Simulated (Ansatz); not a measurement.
## A vibration from a frozen displacement in CsH

All numbers below come from Ansatz 0.2.0, DFT r2SCAN, scalar-relativistic, plane waves, PAW. Cutoff 500 eV, Γ-centred 6×6×6 k-points, Gaussian smearing of 0.05 eV. Spin–orbit coupling is left out, which matters for the heavy elements here. No spin polarisation. Energies are free energies at this smearing, counted from the undisturbed cell; pressure is positive in compression.

The starting cell (as given, not relaxed at this level; it stands at 0.0 GPa):

```
Cs H
1.0
     0.00000    3.18800    3.18800
     3.18800    0.00000    3.18800
     3.18800    3.18800    0.00000
Cs H
1 1
Direct
  0.00000 0.00000 0.00000
  0.50000 0.50000 0.50000
```

Every Cs atom is moved by x along the Cartesian unit vector (0.000, 0.000, 1.000); the cell and all other atoms stay fixed. The cell's volume is 64.80 Å³; the moved atoms weigh 132.905 u together and the others 1.008 u. Some rows repeat others by symmetry and weren't run.

| x (Å) | ΔE (meV/cell) | total force on the moved atoms along the move (eV/Å) | pressure (GPa) |
| --- | --- | --- | --- |
| -0.2000 | 12.54 | 0.1310 | 0.1038 |
| -0.1750 | 9.50 | 0.1123 | 0.0826 |
| -0.1500 | 6.91 | 0.0945 | 0.0644 |
| -0.1250 | 4.76 | 0.0776 | 0.0491 |
| -0.1000 | 3.03 | 0.0613 | 0.0367 |
| -0.0750 | 1.70 | 0.0455 | 0.0270 |
| -0.0500 | 0.75 | 0.0301 | 0.0201 |
| -0.0250 | 0.19 | 0.0150 | 0.0160 |
| 0.0000 | 0.00 | 0.0000 | 0.0147 |
| 0.0250 | 0.19 | -0.0150 | 0.0160 |
| 0.0500 | 0.75 | -0.0301 | 0.0201 |
| 0.0750 | 1.70 | -0.0455 | 0.0270 |
| 0.1000 | 3.03 | -0.0613 | 0.0367 |
| 0.1250 | 4.76 | -0.0776 | 0.0491 |
| 0.1500 | 6.91 | -0.0945 | 0.0644 |
| 0.1750 | 9.50 | -0.1123 | 0.0826 |
| 0.2000 | 12.54 | -0.1310 | 0.1038 |

Question: What frequency belongs to this motion?

Answer: The force constant is k = −dF/dx = 0.600 eV/Å², from the parabola through x = -0.0250, 0 and 0.0250. In every cell the moved atoms swing against the rest, so the mass is μ = m₁m₂/(m₁ + m₂) = 1.000 u, and ν̃ = 521.5 cm⁻¹ × √(|k|/μ) = 404 cm⁻¹. To first order in x, and within 1 %, the force on every atom lies along the move and, within each of the two groups, in proportion to the atom's mass, so this is itself a mode at the zone centre of this cell, taken without macroscopic field (the transverse frequency in a polar insulator).

Question: How far does the harmonic law reach?

Answer: At x = -0.200 Å, kx²/2 = 12.00 meV against the computed 12.54 meV (+4.5 %): the well is still close to harmonic there.